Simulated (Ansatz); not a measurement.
## Eigenvalues along a path: SbMo (rocksalt type)

```yaml
crystal:
  lattice:
    - [0.00000, 2.70888, 2.70888]
    - [2.70888, 0.00000, 2.70888]
    - [2.70888, 2.70888, 0.00000]
  atoms:
    - { symbol: Mo, position: [0.00000, 0.00000, 0.00000] }
    - { symbol: Sb, position: [0.50000, 0.50000, 0.50000] }
```

The cell comes from a relaxation on PAW files under the same functional, begun from a prototype that needn't be the stable phase.

Level of theory: DFT with LDA, scalar-relativistic, in Ansatz 0.2.0; a Γ-centred 13×13×13 k mesh, Fermi–Dirac smearing of 0.1 eV, no spin polarisation. LAPW: all electrons, basis error target 1 meV/atom.

Spin–orbit coupling is left out, which matters for the heavy atoms.

Path points, in fractions of the reciprocal vectors: Γ (0.000, 0.000, 0.000), X (0.500, 0.000, 0.500), U (0.625, 0.250, 0.625), K (0.375, 0.375, 0.750), L (0.500, 0.500, 0.500), W (0.500, 0.250, 0.750). The distance column jumps between branches of the path. Levels in eV from the Fermi level; bands 22 to 30, counted from the lowest band of the run. The gap is zero, the pressure 0.05 GPa.

```
# k(1/Å) point b22 b23 b24 b25 b26 b27 b28 b29 b30
0.000 Γ -12.36 -1.51 -1.51 -1.51 -1.01 -1.01 1.24 1.24 1.24
0.166 - -12.26 -1.70 -1.60 -1.59 -1.59 -0.98 1.38 1.38 1.70
0.331 - -11.95 -2.89 -1.84 -1.76 -1.76 -0.89 1.65 1.65 2.33
0.497 - -11.49 -3.95 -2.15 -1.87 -1.87 -0.76 1.78 1.78 2.85
0.663 - -10.99 -4.65 -2.45 -1.86 -1.86 -0.60 1.62 1.62 3.28
0.828 - -10.57 -4.91 -2.70 -1.71 -1.71 -0.46 1.20 1.20 3.24
0.994 - -10.34 -4.81 -2.86 -1.49 -1.49 -0.35 0.74 0.74 2.13
1.160 X -10.27 -4.70 -2.92 -1.36 -1.36 -0.31 0.53 0.53 1.64
1.218 - -10.26 -4.69 -2.96 -1.47 -1.37 -0.18 0.52 0.54 1.65
1.277 - -10.23 -4.68 -3.09 -1.72 -1.38 0.13 0.50 0.56 1.68
1.335 - -10.19 -4.66 -3.30 -1.99 -1.37 0.46 0.51 0.61 1.70
1.394 - -10.14 -4.64 -3.57 -2.26 -1.32 0.42 0.66 0.92 1.71
1.453 - -10.07 -4.60 -3.89 -2.52 -1.23 0.35 0.74 1.36 1.69
1.511 - -10.00 -4.55 -4.23 -2.75 -1.10 0.28 0.83 1.66 1.82
1.570 U -9.94 -4.56 -4.50 -2.96 -0.94 0.20 0.92 1.61 2.29
2.280 K -9.94 -4.56 -4.50 -2.96 -0.94 0.20 0.92 1.61 2.29
2.456 - -9.84 -5.32 -4.27 -3.41 -0.35 -0.10 1.27 1.38 3.76
2.631 - -10.10 -5.42 -3.93 -3.59 -0.44 0.10 1.21 1.63 5.20
2.807 - -10.68 -4.83 -3.47 -3.47 -0.78 -0.04 1.29 1.86 5.98
2.983 - -11.34 -3.83 -3.07 -2.91 -1.08 -0.47 1.29 1.88 5.11
3.159 - -11.89 -2.67 -2.40 -2.30 -1.31 -0.88 1.21 1.68 3.49
3.334 - -12.24 -1.75 -1.73 -1.56 -1.46 -1.10 1.20 1.39 2.00
3.510 Γ -12.36 -1.51 -1.51 -1.51 -1.01 -1.01 1.24 1.24 1.24
3.654 - -12.28 -1.72 -1.56 -1.56 -1.23 -1.23 1.05 1.64 1.64
3.797 - -12.04 -2.35 -2.05 -2.05 -1.20 -1.20 0.72 2.52 2.52
3.940 - -11.65 -3.29 -2.64 -2.64 -0.97 -0.97 0.52 3.53 3.53
4.084 - -11.14 -4.35 -3.14 -3.14 -0.68 -0.68 0.47 4.54 4.54
4.227 - -10.55 -5.37 -3.52 -3.52 -0.38 -0.38 0.53 4.93 5.44
4.371 - -10.00 -6.20 -3.75 -3.75 -0.15 -0.15 0.65 4.27 6.15
4.514 L -9.74 -6.55 -3.83 -3.83 -0.06 -0.06 0.71 4.02 6.60
4.632 - -9.75 -6.48 -3.85 -3.80 -0.08 -0.06 0.68 4.07 5.74
4.749 - -9.77 -6.29 -3.90 -3.72 -0.12 -0.07 0.61 3.99 4.75
4.866 - -9.79 -5.98 -3.97 -3.61 -0.12 -0.11 0.55 3.53 3.77
4.983 - -9.82 -5.57 -4.06 -3.53 -0.18 -0.06 0.53 2.82 2.95
5.100 - -9.85 -5.10 -4.15 -3.55 -0.17 0.06 0.56 1.95 2.42
5.217 - -9.86 -4.60 -4.21 -3.74 0.01 0.20 0.58 1.20 2.03
5.334 W -9.87 -4.24 -4.24 -4.00 0.27 0.27 0.53 0.80 1.87
5.417 - -9.89 -4.37 -4.07 -3.91 0.09 0.41 0.53 0.79 1.87
5.500 - -9.95 -4.48 -3.87 -3.66 -0.16 0.49 0.53 0.74 1.86
5.583 - -10.04 -4.57 -3.66 -3.27 -0.44 0.53 0.53 0.65 1.83
5.666 - -10.12 -4.63 -3.42 -2.77 -0.75 0.49 0.53 0.54 1.78
5.749 - -10.20 -4.67 -3.19 -2.21 -1.04 0.24 0.53 0.54 1.72
5.831 - -10.25 -4.69 -3.00 -1.66 -1.27 -0.09 0.53 0.53 1.66
5.914 X -10.27 -4.70 -2.92 -1.36 -1.36 -0.31 0.53 0.53 1.64
```
